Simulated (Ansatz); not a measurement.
input.yaml (Ansatz)

```yaml
crystal:
  lattice:
    - [0.0, 2.5276803115, 2.5276803115]
    - [2.5276803115, 0.0, 2.5276803115]
    - [2.5276803115, 2.5276803115, 0.0]
  atoms:
    - { symbol: V, position: [0.125, 0.125, 0.125] }
    - { symbol: V, position: [0.875, 0.875, 0.875] }
hamiltonian:
  xc: pbesol
  pseudopotentials:
    kind: paw
    azcp:
      V: "pseudopotentials/V.paw.azcp"
basis:
  ecutwfc: 420
  fft_grid_basis: typed
kpoints:
  mp_grid: { grid: [12, 12, 12], shift: [0, 0, 0] }
magnetization:
  spin_polarized: false
scf:
  occupations: { method: fermi_dirac, width: 0.1 }
  lower_state_search: "off"
output:
  stress: true
```

and its output:

```
Warning: the record states the generating functional pbe (its physics header spells it `PBE`), which answers neither for hamiltonian.xc's functional nor for the pbesol family's — results may be inconsistent (PPs are generated against a specific XC)
Engine: ansatz 0.2.0, aarch64-unknown-linux-gnu
Pseudopotentials: kind: paw
Pseudopotential: V, paw, valence charge 13, recommended cutoff 420 eV (normal) 
Functional definition: PBEsol
  exchange = pbesol_x
  correlation = pbesol_c
Crystal: 2 atoms, lattice volume = 32.300 Å³
Basis set: ecut = 420 eV, 609 PW (Γ)
Bands: 17, of which v1, the nominal top of the filled ones, is band 13 counted from 1 (12 counted from 0)
Symmetry: 48 space group operations
Space group: Fd-3m (ITA 227), of the structure as read, at distance tolerance 3.2e-5 Å
k-points: 72 of 1728
Non-local potential: V, projectors of the file, l = 0: 3, l = 1: 2, l = 2: 3, l = 3: 1
PAW form: soft (Blöchl's): semilocal exchange-correlation on the pseudo side does not see the compensation charge
PAW frozen core: V, regenerated for the run's functional, and the local potential with it (the file was generated under x = pbe(κ = 0.804, μ = 0.2195149727645171), c = pbe(β = 0.06672455060314922))
PAW one-centre angular grid: V, 590 points (default); XC on 64 Gauss nodes
Initial density: superposition of atomic densities (neutral atoms: chi_scale 0, normalization atom), corrected by the library's trained network
Initial wavefunctions: pseudopotential atomic-orbital guess
Functional: x = pbesol(κ = 0.804, μ = 0.12345679012345678), c = pbesol(β = 0.046)
SCF iter   1: F=—  HF=-5765.652847 eV  |F-HF|=—  |Δ(HF+E_count)|=         —  Δρ=1.60e-2  dr2=6.52e-2  ethr=1.77e-3  ⟨swp⟩=3.2  Hψ=4886  notcnv=0
SCF iter   2: F=—  HF=-5765.641217 eV  |F-HF|=—  |Δ(HF+E_count)|=   1.16e-2  Δρ=7.50e-3  dr2=1.57e-2  ethr=2.51e-4  ⟨swp⟩=2.0  Hψ=1957  notcnv=0
SCF iter   3: F=—  HF=-5765.639442 eV  |F-HF|=—  |Δ(HF+E_count)|=   1.78e-3  Δρ=1.79e-3  dr2=1.19e-3  ethr=6.04e-5  ⟨swp⟩=2.1  Hψ=1499  notcnv=0
SCF iter   4: F=—  HF=-5765.639271 eV  |F-HF|=—  |Δ(HF+E_count)|=   1.71e-4  Δρ=3.93e-4  dr2=3.96e-5  ethr=4.59e-6  ⟨swp⟩=2.1  Hψ=1495  notcnv=0
SCF iter   5: F=—  HF=-5765.639277 eV  |F-HF|=—  |Δ(HF+E_count)|=   5.35e-6  Δρ=1.03e-4  dr2=3.25e-6  ethr=1.52e-7  ⟨swp⟩=2.0  Hψ=2155  notcnv=0
SCF iter   6: F=-5765.639277 eV  HF=-5765.639277 eV  |F-HF|=2.85e-8  |Δ(HF+E_count)|=   6.29e-8  Δρ=1.05e-5  dr2=1.46e-8  ethr=3.85e-10  ⟨swp⟩=2.8  Hψ=4230  notcnv=0
SCF 1 converged in 6 iterations: F = -5765.639277 eV  dr2 = 1.46e-8
SCF converged after 6 iterations
Free energy (F): -5765.639277 eV
Harris-Foulkes:  -5765.639277 eV  (|F-HF|=2.85e-8)
Internal energy: -5765.504964 eV  (E = F + TS)
E sigma→0 (E₀):  -5765.572120 eV
Entropy (-TS):   -0.134313 eV (-67.157 meV/atom)
Fermi energy:    13.235371 eV
--- Per-component energies (eV) ---
  E_band       = -368.849832
  E_kinetic    = 679.566678
  E_local      = -2442.494535  (includes V_loc(G=0)·N_el)
  E_nonlocal   = -72.846517
  E_hartree    = 1102.451016
  E_xc         = -256.711314
  E_vxc        = -326.870165  (∫ρ·V_xc dr)
  E_paw        = -2182.683382  (= ΣΔE_a)
  E_vpaw       = -411.103394  (= ΣTr[D̂ρ^β])
  E_aug_tail   = 0.000547  (compensation charges beyond the density's cutoff)
  E_ewald      = -2593.086815
  E_core_change = 0.299358  (= ΣΔE_core)
  E_smearing   = -0.134313  (= −TS)
  E_closure    = 0.000000  (closes the sum)
  Σ components = -5765.639277   (vs F -5765.639277, Δ=0.00e0)
--- Stress (GPa, compression-positive) ---
        6.934514      -0.000000      -0.000000
        0.000000       6.934514      -0.000000
        0.000000      -0.000000       6.934514
  P = ⅓ Tr σ = 6.9345 GPa (69.345 kbar)
```

Command:

```sh
ansatz run input.yaml --threads 2 --pin off --max-ram 5120MiB --backend cpu --events-out ev --progress --plain --runs-dir out
```

On 2 threads of Arm Neoverse V2 (shared host) this took about 0.88 s of wall time and 1.6 s of CPU time.
